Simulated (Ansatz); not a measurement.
# YP$_{2}$Pd$_{2}$ (I4/mmm): electronic heat capacity and spin susceptibility from the density of states

All numbers below come from Ansatz 0.2.0, DFT PBEsol, scalar-relativistic, plane waves, PAW.

Cutoff 420 eV; k points 12×12×12 on the computed 5-atom cell (Γ-centred); Gaussian smearing, width 0.10 eV; no spin polarisation.

Relaxed cell: I4/mmm, a = 4.042 Å, b = 4.042 Å, c = 9.810 Å, α = 90.00°, β = 90.00°, γ = 90.00°, 5 atoms in the primitive cell. Whether it is the stable form of this composition wasn't checked.

The density of states at the Fermi level is 1.242 states/eV in the cell of 5 atoms (1 formula unit; both spins, tetrahedra on a 18×18×18 mesh). Averaged over bins of 0.1 eV the density runs from 1.1 to 1.7 states/eV within 0.2 eV of the Fermi level, so the figure hangs on the exact place of that level.

What Sommerfeld coefficient and Pauli susceptibility does this give?

Per formula unit N(E_F) = 1.242 states/eV. γ = (π²/3) k_B² N(E_F) N_A = 2.357 mJ/(mol K²) per state/eV, so γ = 2.9 mJ/(mol K²), a mole of formula units. χ_P = μ_B² N(E_F) N_A = 3.23×10⁻⁵ emu/mol per state/eV gives 4.0×10⁻⁵ emu/mol. This is the bare band result: a measured γ of the same phase is as a rule larger by a factor 1 + λ from phonons and spin fluctuations, the spin part of χ is larger by the Stoner factor, and a measured χ also holds orbital and core terms. N(E_F) at one energy is sensitive to the mesh where the density of states has sharp peaks.